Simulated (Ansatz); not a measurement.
Consider the following.

Starting cell, ZnSe (zinc blende):

```
ZnSe
1.0
    0.00000     5.73302     5.73302
    2.86651     2.86651     5.73302
    2.86651     2.86651     0.00000
Se Zn
2 2
Cartesian
  4.29976   4.29976   4.29976
  4.29976   7.16627   7.16627
  0.00000   0.00000   0.00000
  0.00000   2.86651   2.86651
```

A phonon eigenvector at X = (0.5, 0.5, 0.0) is frozen into this cell: atom i moves by Q times the vector below, so Q is the largest atomic displacement, in Å. The cell is held. It is one choice among 2 degenerate patterns. (q is in reciprocal vectors of the primitive cell; the cell shown is doubled to hold the pattern.)

```json
[
 {"atom": "Se1", "x": "0.691", "y": "0.000", "z": "0.000"},
 {"atom": "Se2", "x": "-0.691", "y": "0.000", "z": "0.000"},
 {"atom": "Zn3", "x": "0.000", "y": "1.000", "z": "0.000"},
 {"atom": "Zn4", "x": "0.000", "y": "-1.000", "z": "0.000"}
]
```

Computed with PBE (plane waves to 420 eV, PAW, scalar-relativistic; Ansatz, a program for electronic structure). k mesh 10×10×10 (Γ-centred), Fermi-Dirac smearing 0.05 eV. The energy includes the smearing's −TS. The PAW data are Ansatz's earlier set. ZnSe was relaxed with its symmetry unable to fall. ΔE is measured from the undisplaced structure.

The scan covers Q from -0.280 to 0.280 Å in 13 points.

**Question.** Which space group does the distorted structure have?

**Answer.** C222_1 (No. 20), lowered from F-43m.

**Question.** What is the energy change at Q = 0.280 Å?

**Answer.** 139.7 meV/cell.

**Question.** What harmonic wavenumber does the curvature at Q = 0 give?

**Answer.** 68 cm⁻¹.

(For displaced atoms, the force is minus the slope of the energy, and its curvature is a force constant, which sets phonon frequencies.)
